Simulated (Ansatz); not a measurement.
Relaxed-ion elastic tensor of Ga$_{2}$O$_{3}$ (La2O3 or Ni2Al3 type, P-3m1) in GPa (Voigt order), plane-wave PAW PBEsol (Ansatz code); density 5.76 g/cm³, 10.82 Å³ per atom.

```tsv
	1	2	3	4	5	6
1	263	204	18.7	18.0	0.0	0.0
2	204	263	18.7	-18.0	0.0	0.0
3	18.7	18.7	21.9	0.0	0.0	0.0
4	18.0	-18.0	0.0	17.4	0.0	0.0
5	0.0	0.0	0.0	0.0	17.4	18.0
6	0.0	0.0	0.0	0.0	18.0	29.5
```

**Question.** Is the crystal mechanically stable?

**Answer.** Yes: the smallest eigenvalue of C is 4.5 GPa.

**Question.** Work out the Voigt and Reuss bounds. Is their mean of use?

**Answer.** K_V = 115, K_R = 21.8; G_V = 33.3, G_R = 8.9 GPa. The bounds lie so far apart that a Hill average or a Debye temperature from it would say little.

The cell is a constructed one: a structure type filled with these elements; neither database checked (COD, Materials Project) lists it. It is not the phase usual at ambient conditions (space group No. 12, 167). The cell was relaxed with PBEsol under the symmetry of its start. At this level the phase is dynamically unstable (imaginary phonons).

Potentials: the earlier of the program's two PAW sets. The files were generated under PBE; for other functionals the program regenerates the frozen cores, and for LDA and PBEsol the local potential too.
